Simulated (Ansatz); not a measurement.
Si₃Ge in space group P-4m2 (No. 115; Si on 2g, Si on 1a, Ge on 1c) under volume change, the program Ansatz at the r²SCAN level (PAW), shape and atoms relaxed at each volume.

```tsv
V (Å³/atom)	E − E(relaxed) (meV/atom)	P (GPa)
18.854	56.3	10.51
19.475	…	…
20.097	…	…
20.718	0.0	0.00
21.340	5.0	-2.52
21.961	19.1	-4.67
22.583	40.8	-6.48
```

### Question
Some entries are withheld; supply them.

### Answer

- 20.097, E − E(relaxed) (meV/atom): 5.6
- 20.097, P (GPa): 2.96
- 19.475, E − E(relaxed) (meV/atom): 23.6
- 19.475, P (GPa): 6.44

### Question
What does a third-order Birch–Murnaghan fit give for V₀, B₀ and B′?

### Answer
V₀ = 20.72 Å³/atom, B₀ = 90.8 GPa, B′ = 4.3.

The start of the workflow was typed in or built on a structure type; neither database checked (COD, Materials Project) lists it. Whether it is the stable phase at ambient conditions was not checked. The r²SCAN relaxation kept the symmetry of its start; its stability against distortions is not shown here.

Potentials: the earlier of the program's two PAW sets.
